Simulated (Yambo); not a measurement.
TlAsF$_{6}$ (space group R-3, No. 148); a = b = c = 5.0895 Å, α = β = γ = 96.92°. With the G0W0 scissor the direct gap on the mesh is 8.71 eV. Axes are Cartesian, with cell vectors (Å) (3.81, 2.20, 2.56), (-3.81, 2.20, 2.56), (0.00, -4.40, 2.56).

Task: Can the lowest exciton of this BSE run be trusted, and with what binding energy? (Yambo, PBEsol bands; 4×4×4 mesh, 18 valence and 7 conduction bands, static screening with 79 bands and a 3 Ry block, scissor 3.92 eV, Tamm-Dancoff.)

Result: The mesh holds a bound state, but the numbers are provisional. These are vertical excitations (zero momentum). The lowest state lies at 5.96 eV (dark for light along x), the direct quasiparticle gap on this mesh at 8.71 eV. Its binding energy, counted from that gap, is 2.75 eV; it spreads over about 63 k points of the mesh. Convergence with the mesh was not shown. The first optically allowed state is at 6.72 eV. The scissor comes from a G0W0 run whose convergence isn't established. Spin-orbit coupling is left out; with 6p states at a band edge it can lower the gap by many tenths of an eV, most of a small gap.

The standard potentials for As, Tl keep a d shell in the valence without the s and p states of that shell. In tests on such compounds this moved G0W0 gaps by up to about 0.9 eV, so absolute quasiparticle energies here are unreliable; differences between settings are what counts.

Geometry relaxed with PBE+D3(BJ).

The structure is a Materials Project entry; no match was found in the copy of COD used, and its stability was not checked.
